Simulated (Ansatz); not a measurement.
Values for one crystal, relaxed and computed with DFT-r²SCAN in the program Ansatz with PAW potentials; other levels are named.

| Quantity | Value |
|---|---|
| Volume per atom | 14.09 Å³ |
| Electronic character | metallic (no gap) |
| Formation energy from the elements (no fitted shifts) | -232 meV/atom |
| Density of states at the Fermi level | 0.71 states/eV per atom (mean over ±0.08 eV) |

Which of these materials gives this?
A) Li2Al, Cmcm (Li on 4c, Li on 4c, Al on 4c)
B) TcIr, P-6m2 (Tc on 1a, Ir on 1d)
C) MgSc, CsCl type
D) Ti3Tl, I4/mmm (Ti on 4d, Ti on 2b, Tl on 2a)

B, TcIr, P-6m2 (Tc on 1a, Ir on 1d)

The workflow started from a Materials Project entry (that database holds measured and hypothetical structures alike); the Crystallography Open Database copy checked does not list it. With Tc and Ir taken as one species the cell has the higher symmetry P6_3/mmc, so it may be an ordered model of a mixed-site phase. Its standing as an ambient phase is unchecked. The cell was relaxed with r²SCAN under the symmetry of its start; whether a distortion lowers the energy is not shown. The run is not spin-polarised. The references are the lowest solids computed at this level, not always the standard phases. Scalar-relativistic: spin–orbit coupling is off unless named, which matters more the heavier the elements.

Potentials: the later of the program's two PAW sets.
